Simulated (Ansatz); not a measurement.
In:
```xyz
1
Lattice="-1.6867 1.6867 2.2462 1.6867 -1.6867 2.2462 1.6867 1.6867 -2.2462" Properties=species:S:1:pos:R:3 pbc="T T T"
In     0.0000     0.0000     0.0000
```

Relaxed with PBEsol.

Task: Which orbitals make up the states near the Fermi level in PBEsol (plane waves, PAW; program Ansatz)?

Result: Within 0.5 eV of the Fermi level: In 5p 67 %, In 5s 31 %. Projections are on Löwdin-orthogonalised atomic valence shells; empty p or d shells of many metals are not among them.

Task: Tabulate the density of states.

Result: States/eV per cell of 1 atom, in 0.25 eV bins, energy from the Fermi level.

```csv
E (eV),total,In 5p,In 5s,In 4d
-7.85,0.20,0.10,0.10,0.00
-7.60,0.22,0.11,0.10,0.00
-7.35,0.23,0.12,0.10,0.00
-7.10,0.24,0.13,0.11,0.00
-6.85,0.25,0.14,0.11,0.00
-6.60,0.26,0.14,0.12,0.00
-6.35,0.27,0.15,0.12,0.00
-6.10,0.29,0.15,0.13,0.00
-5.85,0.30,0.16,0.13,0.00
-5.60,0.31,0.16,0.14,0.00
-5.35,0.32,0.16,0.15,0.00
-5.10,0.33,0.17,0.16,0.00
-4.85,0.35,0.17,0.17,0.00
-4.60,0.37,0.17,0.20,0.00
-4.35,0.41,0.17,0.24,0.01
-4.10,0.39,0.16,0.23,0.00
-3.85,0.37,0.15,0.21,0.00
-3.60,0.34,0.14,0.20,0.00
-3.35,0.34,0.15,0.19,0.00
-3.10,0.36,0.18,0.18,0.00
-2.85,0.38,0.19,0.18,0.00
-2.60,0.39,0.20,0.18,0.00
-2.35,0.39,0.20,0.19,0.00
-2.10,0.36,0.21,0.15,0.00
-1.85,0.35,0.23,0.11,0.00
-1.60,0.36,0.25,0.10,0.00
-1.35,0.39,0.29,0.09,0.00
-1.10,0.48,0.36,0.12,0.00
-0.85,0.51,0.37,0.13,0.00
-0.60,0.48,0.34,0.13,0.00
-0.35,0.45,0.30,0.14,0.00
-0.10,0.43,0.28,0.14,0.00
0.15,0.45,0.30,0.14,0.00
0.40,0.47,0.32,0.14,0.00
0.65,0.49,0.34,0.13,0.00
0.90,0.49,0.34,0.13,0.00
1.15,0.49,0.34,0.13,0.00
1.40,0.49,0.35,0.12,0.00
1.65,0.49,0.36,0.12,0.00
1.90,0.51,0.38,0.11,0.00
2.15,0.53,0.39,0.11,0.00
2.40,0.54,0.40,0.10,0.00
2.65,0.55,0.42,0.10,0.00
2.90,0.57,0.44,0.09,0.00
3.15,0.58,0.45,0.09,0.00
3.40,0.61,0.48,0.08,0.00
3.65,0.64,0.51,0.08,0.00
3.90,0.64,0.51,0.07,0.00
4.15,0.65,0.53,0.07,0.00
4.40,0.68,0.56,0.07,0.00
4.65,0.68,0.56,0.06,0.00
```

Space group I4/mmm (body-centred tetragonal). Its axis ratio c/a = 1.33 departs by over 6 % from that of the usual cell of this phase: another minimum, or an error of the functional. The cell was relaxed with PBEsol under the symmetry of its start; its stability against distortions is not shown here. Scalar-relativistic: spin–orbit coupling is off unless named, which matters more the heavier the elements.

Potentials: the earlier of the program's two PAW sets.
